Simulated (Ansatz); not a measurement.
ZrRh$_{3}$:
```
CELL_PARAMETERS angstrom
     -1.98152     1.98152     3.90024
      1.98152    -1.98152     3.90024
      1.98152     1.98152    -3.90024
ATOMIC_POSITIONS crystal
  Rh 0.50000 0.50000 0.00000
  Rh 0.75000 0.25000 0.50000
  Rh 0.25000 0.75000 0.50000
  Zr 0.00000 0.00000 0.00000
```

Relaxed with r²SCAN. Special points in fractions of this cell's reciprocal vectors: Γ (0.000, 0.000, 0.000); X (0.000, 0.000, 0.500); P (0.250, 0.250, 0.250); N (0.000, 0.500, 0.000); M (0.500, 0.500, -0.500); S (0.315, 0.685, -0.315); S0 (-0.315, 0.315, 0.315); R (-0.129, 0.129, 0.500); G (0.500, 0.500, -0.129).

### Question
List the band energies nearest the Fermi level at these points for the program Ansatz at the r²SCAN level (PAW).

### Answer
In eV from the Fermi level; about four levels below and three above (degenerate sets whole), none deeper than 8.9 eV; points with the same levels are listed once.

| k | below | above |
|---|---|---|
| Γ | -1.72 -1.72 -1.11 -0.84 -0.34 | 1.07 2.88 2.98 |
| X | -1.59 -1.34 -0.96 -0.49 | 0.16 1.33 1.60 |
| P | -0.95 -0.95 -0.60 -0.44 -0.05 | 2.57 2.57 2.98 2.98 |
| N | -1.85 -1.26 -1.08 -1.01 | 0.20 0.53 0.91 |
| M | -0.73 -0.24 -0.24 -0.17 | 0.30 1.06 3.60 |
| S | -1.09 -1.02 -0.49 -0.27 | 0.36 0.88 2.13 |
| R | -0.77 -0.36 -0.36 -0.26 | 0.60 0.74 3.04 |

Space group I4/mmm. A made-up cell: these elements were put on the sites of a structure type; neither database checked (COD, Materials Project) lists it. COD files the formula under space group No. 221, so this cell is another polymorph or a model. Its standing as an ambient phase is unchecked. The cell was relaxed with r²SCAN under the symmetry of its start; whether a distortion lowers the energy is not shown. No spin polarisation was allowed. Scalar-relativistic: spin–orbit coupling is off unless named, which matters more the heavier the elements.

Potentials: the earlier of the program's two PAW sets.
